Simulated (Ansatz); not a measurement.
**Mg2Cd3Te5 (I-4m2) at 2 levels of theory**

One geometry, relaxed with PBE; plane waves with PAW potentials in Ansatz, scalar-relativistic. No spin polarisation. Gaps are the least over mesh and band path; pressure is positive in compression.

Space group I-4m2 (No. 119). a = 4.655 Å, b = 4.655 Å, c = 32.777 Å, α = 90.00°, β = 90.00°, γ = 90.00°
| atom | site | symmetry | x | y | z |
| --- | --- | --- | --- | --- | --- |
| Mg | 4e | 2mm. | 0.5000 | 0.5000 | 0.0996 |
| Cd | 4e | 2mm. | 0.0000 | 0.0000 | 0.1992 |
| Cd | 2a | -4m2 | 0.0000 | 0.0000 | 0.0000 |
| Te | 2d | -4m2 | 0.5000 | 0.0000 | 0.2500 |
| Te | 4f | 2mm. | 0.0000 | 0.5000 | 0.3518 |
| Te | 4f | 2mm. | 0.5000 | 0.0000 | 0.4490 |

```
level  cutoff (eV)  k mesh  gap (eV)  pressure (GPa)
  PBE          420   8×8×8      1.20             0.0
```

Problem. What comes out on the same cell with r2SCAN?

Solution.
```
 level  cutoff (eV)  k mesh  gap (eV)  pressure (GPa)
r2SCAN          500   8×8×8      1.72            -0.9
```

Spin-orbit coupling matters for the bands of heavy elements and is left out.

The structure comes from a generated guess; another structure or a mixture of phases may lie lower.
